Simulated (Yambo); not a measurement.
Yambo run on NaCoO2 (space group P6_3/mmc, No. 194). The wavefunctions are PBEsol (Quantum ESPRESSO, PseudoDojo norm-conserving, 96 Ry, no spin-orbit coupling) ones on a 6×6×1 mesh (38 occupied bands); a = 2.877 Å, b = 2.877 Å, c = 10.390 Å, α = 90.00°, β = 90.00°, γ = 120.00°.

Yambo input:

```
rim_cut
HF_and_locXC
RandQpts= 1000000
RandGvec= 1 Ry
EXXRLvcs= 96 Ry
VXCRLvcs= 384 Ry
% QPkrange
 1 | 1 | 38 | 39 |
 2 | 2 | 38 | 39 |
 3 | 3 | 38 | 39 |
 4 | 4 | 38 | 39 |
 7 | 7 | 38 | 39 |
%
```

k points by index: 1 = Γ, 2 = (0, 0.167, 0), 3 = (0, 0.333, 0), 4 = M, 7 = K.

Resulting energies as the program prints them:

```
#    K-point    Band    Eo [eV]    Ehf [eV]    Vxc [eV]    Vnlxc [eV]
#
    1    38    -0.089619    -7.298827    -27.74171    -34.95092
    1    39    1.805412    7.517623    -27.29412    -21.58191
    2    38    0.000000    -7.088776    -28.06566    -35.15444
    2    39    0.994356    6.618142    -26.12912    -20.50534
    3    38    -0.178316    -7.634940    -28.84529    -36.30192
    3    39    0.832783    6.871042    -26.96135    -20.92309
    4    38    -0.335421    -8.165628    -29.11300    -36.94321
    4    39    1.263049    7.582252    -27.97232    -21.65311
    7    38    -0.254190    -7.725452    -28.78215    -36.25341
    7    39    1.159830    7.630455    -27.69447    -21.22385
```
Exchange alone, without screening.

Geometry of the Materials Project entry, not relaxed at this level.

The structure is a Materials Project entry; no match was found in the copy of COD used, and its stability was not checked.

The runs are not spin-polarised; magnetic order was not tried.
